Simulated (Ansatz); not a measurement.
Li: an elastic constant from a strain scan

Level of theory: DFT PBEsol, scalar-relativistic, plane waves, PAW in Ansatz 0.2.0. Settings: plane waves to 420 eV, k-mesh 20×20×20 (Γ-centred), Gaussian smearing 0.15 eV. No spin polarisation. Energies are free energies at this smearing, counted from the undisturbed cell; pressure is positive in compression.

Zero of the scan (as given, not relaxed at this level; it stands at -0.7 GPa):

```
CELL_PARAMETERS angstrom
-1.75000 1.75000 1.75000
1.75000 -1.75000 1.75000
1.75000 1.75000 -1.75000
ATOMIC_POSITIONS crystal
Li 0.00000 0.00000 0.00000
```

The cell is strained by ε times the Voigt pattern (0, 0, 0, 1, 0, 0) (xx, yy, zz, yz, xz, xy; engineering shear) with fractional coordinates fixed. The cell holds 1 atom in V0 = 21.44 Å³. The stress column is τ = (1/V0) dE/dε, got from the stress tensor σ (compression positive) at each point as −det(1 + εP) σ : P(1 + εP)⁻¹, with P the pattern as a tensor.

| ε | ΔE (meV/atom) | τ (GPa) |
| --- | --- | --- |
| -0.0875 | 5.650 | -0.949 |
| -0.0750 | 4.169 | -0.821 |
| -0.0625 | 2.905 | -0.690 |
| -0.0500 | 1.864 | -0.555 |
| -0.0375 | 1.049 | -0.418 |
| -0.0250 | 0.466 | -0.279 |
| -0.0125 | 0.116 | -0.139 |
| 0.0000 | 0.000 | 0.000 |
| 0.0125 | 0.116 | 0.139 |
| 0.0250 | 0.466 | 0.279 |
| 0.0375 | 1.049 | 0.418 |
| 0.0500 | 1.864 | 0.555 |
| 0.0625 | 2.905 | 0.690 |
| 0.0750 | 4.169 | 0.821 |
| 0.0875 | 5.650 | 0.949 |
| 0.1000 | ? | ? |

Problem. Which combination of elastic constants does this scan measure, and how large is it?

Solution. For small ε, τ = τ0 + Kε with K = pᵀCp, which for this pattern is C44 in the cubic axes. The parabola through τ at ε = -0.0125, 0 and 0.0125 has slope K = 11.1 GPa at zero. The energies per cell, E = NΔE, of the same two points give K = 2[E(ε₊)/ε₊ − E(ε₋)/ε₋]/[(ε₊ − ε₋)V0] = 11.1 GPa, in agreement. The start is under stress, which shifts K from the elastic constant by about the size of that stress.

Problem. Predict the withheld row at ε = 0.1000 from the harmonic law, and compare.

Solution. ΔE = V0(τ0 ε + Kε²/2)/N = 7.459 meV/atom and τ = 1.11 GPa. The calculation gives 7.344 meV/atom and 1.08 GPa, a miss of 1.5 % of the harmonic energy, so the harmonic law still holds here.

In a metal these slopes depend on the k mesh and the smearing.